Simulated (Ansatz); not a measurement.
GeRh:
```xyz
8
Lattice="4.9039 0.0000 0.0000 0.0000 4.9039 0.0000 0.0000 0.0000 4.9039" Properties=species:S:1:pos:R:3 pbc="T T T"
Ge     0.8148     1.6372     3.2667
Ge     1.6372     3.2667     0.8148
Ge     3.2667     0.8148     1.6372
Ge     4.0891     4.0891     4.0891
Rh     4.3267     3.0291     1.8748
Rh     3.0291     1.8748     4.3267
Rh     1.8748     4.3267     3.0291
Rh     0.5772     0.5772     0.5772
```

Relaxed with r²SCAN. Special points in fractions of this cell's reciprocal vectors: Γ (0.000, 0.000, 0.000); X (0.000, 0.500, 0.000); M (0.500, 0.500, 0.000); R (0.500, 0.500, 0.500); X1 (0.500, 0.000, 0.000).

**Question.** List the band energies nearest the Fermi level at these points for r²SCAN (plane waves, PAW; program Ansatz).

**Answer.** In eV from the Fermi level; about four levels below and three above (degenerate sets whole), none deeper than 8.9 eV; points with the same levels are listed once.

```json
[
 {"k": "Γ", "below": "-1.23 -1.23 -1.23 -0.21 -0.21 -0.21", "above": "2.30 2.30 2.30"},
 {"k": "X", "below": "-0.93 -0.93 -0.72 -0.72", "above": "1.34 1.34 1.62 1.62"},
 {"k": "M", "below": "-2.11 -2.11 -1.62 -1.62", "above": "0.19 0.19 0.47 0.47"},
 {"k": "R", "below": "-0.34 -0.34 -0.34 -0.34", "above": "3.91 3.91 3.91 3.91"}
]
```

Space group P2_13. The workflow started from a Materials Project entry (that database holds measured and hypothetical structures alike); the Crystallography Open Database copy checked does not list it. COD files the formula under space group No. 62, so this cell is another polymorph or a model. Its standing as an ambient phase is unchecked. The cell was relaxed with r²SCAN under the symmetry of its start; its stability against distortions is not shown here. The run is not spin-polarised. Scalar-relativistic: spin–orbit coupling is off unless named, which matters more the heavier the elements.

Potentials: the later of the program's two PAW sets.
